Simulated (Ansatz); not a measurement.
A relaxation computed with Ansatz, from input to last step.

```yaml
crystal:
  lattice:
    - [5.4170365337, 0.0, 0.0]
    - [0.0, 5.5819783513, 0.0]
    - [0.0, 0.0, 3.6460822823]
  atoms:
    - { symbol: Sn, position: [0.5, 0.5, 0.5] }
    - { symbol: Sn, position: [0.0, 0.0, 0.0] }
    - { symbol: Os, position: [0.225, 0.825, 0.5] }
    - { symbol: Os, position: [0.725, 0.675, 0.0] }
    - { symbol: Os, position: [0.775, 0.175, 0.5] }
    - { symbol: Os, position: [0.275, 0.325, 0.0] }
basis:
  ecutwfc: 420
kpoints:
  mp_grid: { grid: [4, 4, 6] }
hamiltonian:
  xc: pbe
scf:
  occupations: { method: gaussian, width: 0.1 }
  lower_state_search: "off"
output:
  forces: true
  stress: true
  eigenvalues: true
relax:
  adjacent_minimum: "off"
  f_tol: 0.04
  max_steps: 70
  cell: { stress_tol: 0.4 }
```

```bash
ansatz run input.yaml --threads 1 --pin off --max-ram 2560MiB --backend cpu --events-out ev --progress --plain --runs-dir out
```

Level of theory: DFT PBE, scalar-relativistic, plane waves, PAW in Ansatz.

Of 25 frames 10 are shown, positions in Å and forces in eV/Å; the SCF threshold varies from step to step. Steps run on the plane waves of an earlier cell, with a Pulay correction in the pressure. The basis is chosen afresh for the last frame, the zero of the energies, and at times for earlier ones too; energy and pressure step there, also at an unchanged geometry. Here that happened at step 19 (-90 meV/atom, 6.1 GPa); the frames before carry an error of that size.

```xyz
6
Lattice="5.4170 0.0000 0.0000 0.0000 5.5820 0.0000 0.0000 0.0000 3.6461" Properties=species:S:1:pos:R:3:forces:R:3 pbc="T T T" step=1 free_energy_over_end_meV_per_atom=2199.92 pressure_GPa=39.82
Sn    2.7085    2.7910    1.8230    0.0000    0.0000    0.0000
Sn    0.0000    0.0000    0.0000    0.0000    0.0000    0.0000
Os    1.2188    4.6051    1.8230    0.9199    1.2772    0.0000
Os    3.9274    3.7678    0.0000    0.9199   -1.2772    0.0000
Os    4.1982    0.9768    1.8230   -0.9199   -1.2772    0.0000
Os    1.4897    1.8141    0.0000   -0.9199    1.2772    0.0000
6
Lattice="5.5696 0.0000 0.0000 0.0000 5.4679 0.0000 0.0000 0.0000 4.1565" Properties=species:S:1:pos:R:3:forces:R:3 pbc="T T T" step=4 free_energy_over_end_meV_per_atom=1195.66 pressure_GPa=-3.02
Sn    2.7848    2.7339    2.0783    0.0000    0.0000    0.0000
Sn    0.0000    0.0000    0.0000    0.0000    0.0000    0.0000
Os    1.4139    4.8587    2.0783    1.2250    2.1048    0.0000
Os    4.1987    3.3431    0.0000    1.2250   -2.1048    0.0000
Os    4.1557    0.6092    2.0783   -1.2250   -2.1048    0.0000
Os    1.3709    2.1247    0.0000   -1.2250    2.1048    0.0000
6
Lattice="5.3129 0.0000 0.0000 0.0000 5.3034 0.0000 0.0000 0.0000 4.2677" Properties=species:S:1:pos:R:3:forces:R:3 pbc="T T T" step=6 free_energy_over_end_meV_per_atom=782.65 pressure_GPa=5.68
Sn    2.6564    2.6517    2.1339    0.0000    0.0000    0.0000
Sn    0.0000    0.0000    0.0000    0.0000    0.0000    0.0000
Os    1.5672    5.0136    2.1339   -2.9697   -0.2968    0.0000
Os    4.2236    2.9415    0.0000   -2.9697    0.2968    0.0000
Os    3.7457    0.2898    2.1339    2.9697    0.2968    0.0000
Os    1.0892    2.3619    0.0000    2.9697   -0.2968    0.0000
6
Lattice="5.8872 0.0000 0.0000 0.0000 4.7080 0.0000 0.0000 0.0000 4.1284" Properties=species:S:1:pos:R:3:forces:R:3 pbc="T T T" step=9 free_energy_over_end_meV_per_atom=555.42 pressure_GPa=2.50
Sn    2.9436    2.3540    2.0642    0.0000    0.0000    0.0000
Sn    0.0000    0.0000    0.0000    0.0000    0.0000    0.0000
Os    1.6999    4.6856    2.0642   -0.1651    0.1220    0.0000
Os    4.6435    2.3764    0.0000   -0.1651   -0.1220    0.0000
Os    4.1873    0.0224    2.0642    0.1651   -0.1220    0.0000
Os    1.2437    2.3316    0.0000    0.1651    0.1220    0.0000
6
Lattice="6.4945 0.0000 0.0000 0.0000 4.7146 0.0000 0.0000 0.0000 3.6769" Properties=species:S:1:pos:R:3:forces:R:3 pbc="T T T" step=12 free_energy_over_end_meV_per_atom=461.10 pressure_GPa=-0.91
Sn    3.2472    2.3573    1.8384    0.0000    0.0000    0.0000
Sn    0.0000    0.0000    0.0000    0.0000    0.0000    0.0000
Os    1.9910    4.7638    1.8384   -0.4976   -0.4187    0.0000
Os    5.2383    2.3081    0.0000   -0.4976    0.4187    0.0000
Os    4.5035   -0.0492    1.8384    0.4976    0.4187    0.0000
Os    1.2562    2.4065    0.0000    0.4976   -0.4187    0.0000
6
Lattice="6.7693 0.0000 0.0000 0.0000 4.7422 0.0000 0.0000 0.0000 3.3201" Properties=species:S:1:pos:R:3:forces:R:3 pbc="T T T" step=14 free_energy_over_end_meV_per_atom=297.16 pressure_GPa=-1.20
Sn    3.3846    2.3711    1.6601    0.0000    0.0000    0.0000
Sn    0.0000    0.0000    0.0000    0.0000    0.0000    0.0000
Os    2.1024    4.7825    1.6601   -0.4444   -0.3442    0.0000
Os    5.4870    2.3308    0.0000   -0.4444    0.3442    0.0000
Os    4.6669   -0.0403    1.6601    0.4444    0.3442    0.0000
Os    1.2823    2.4114    0.0000    0.4444   -0.3442    0.0000
6
Lattice="7.1178 0.0000 0.0000 0.0000 4.6403 0.0000 0.0000 0.0000 3.0347" Properties=species:S:1:pos:R:3:forces:R:3 pbc="T T T" step=17 free_energy_over_end_meV_per_atom=190.23 pressure_GPa=0.30
Sn    3.5589    2.3201    1.5173    0.0000    0.0000    0.0000
Sn    0.0000    0.0000    0.0000    0.0000    0.0000    0.0000
Os    2.1949    4.6402    1.5173   -0.0100    0.0008    0.0000
Os    5.7538    2.3202    0.0000   -0.0100   -0.0008    0.0000
Os    4.9229    0.0001    1.5173    0.0100   -0.0008    0.0000
Os    1.3640    2.3201    0.0000    0.0100    0.0008    0.0000
6
Lattice="7.3895 0.0000 0.0000 0.0000 4.5604 0.0000 0.0000 0.0000 2.9892" Properties=species:S:1:pos:R:3:forces:R:3 pbc="T T T" step=20 free_energy_over_end_meV_per_atom=47.59 pressure_GPa=3.67
Sn    3.6947    2.2802    1.4946    0.0000    0.0000    0.0000
Sn    0.0000    0.0000    0.0000    0.0000    0.0000    0.0000
Os    2.2562    4.5599    1.4946   -0.0857    0.0038    0.0000
Os    5.9509    2.2807    0.0000   -0.0857   -0.0038    0.0000
Os    5.1333    0.0005    1.4946    0.0857   -0.0038    0.0000
Os    1.4385    2.2797    0.0000    0.0857    0.0038    0.0000
6
Lattice="7.9249 0.0000 0.0000 0.0000 4.4151 0.0000 0.0000 0.0000 2.9421" Properties=species:S:1:pos:R:3:forces:R:3 pbc="T T T" step=22 free_energy_over_end_meV_per_atom=2.58 pressure_GPa=0.02
Sn    3.9625    2.2076    1.4711    0.0000    0.0000    0.0000
Sn    0.0000    0.0000    0.0000    0.0000    0.0000    0.0000
Os    2.3655    4.4149    1.4711   -0.1462    0.0014    0.0000
Os    6.3279    2.2078    0.0000   -0.1462   -0.0014    0.0000
Os    5.5594    0.0002    1.4711    0.1462   -0.0014    0.0000
Os    1.5970    2.2073    0.0000    0.1462    0.0014    0.0000
6
Lattice="7.9945 0.0000 0.0000 0.0000 4.3959 0.0000 0.0000 0.0000 2.9421" Properties=species:S:1:pos:R:3:forces:R:3 pbc="T T T" step=25 free_energy_over_end_meV_per_atom=0.00 pressure_GPa=0.03
Sn    3.9973    2.1980    1.4711    0.0000    0.0000    0.0000
Sn    0.0000    0.0000    0.0000    0.0000    0.0000    0.0000
Os    2.3705    4.3959    1.4711   -0.0058    0.0000    0.0000
Os    6.3678    2.1980    0.0000   -0.0058    0.0000    0.0000
Os    5.6240    0.0000    1.4711    0.0058    0.0000    0.0000
Os    1.6267    2.1980    0.0000    0.0058    0.0000    0.0000
```

The start puts this composition into another compound's structure type, which needn't suit it. At the end the space group is Immm (tolerance 0.05 Å).

The run took 6.7 min on 1 thread of Arm Neoverse V1, with other jobs on the host, peak memory 0.51 GiB.

The k mesh is coarse. Spin–orbit coupling is left out, which can shift energies with elements as heavy as these.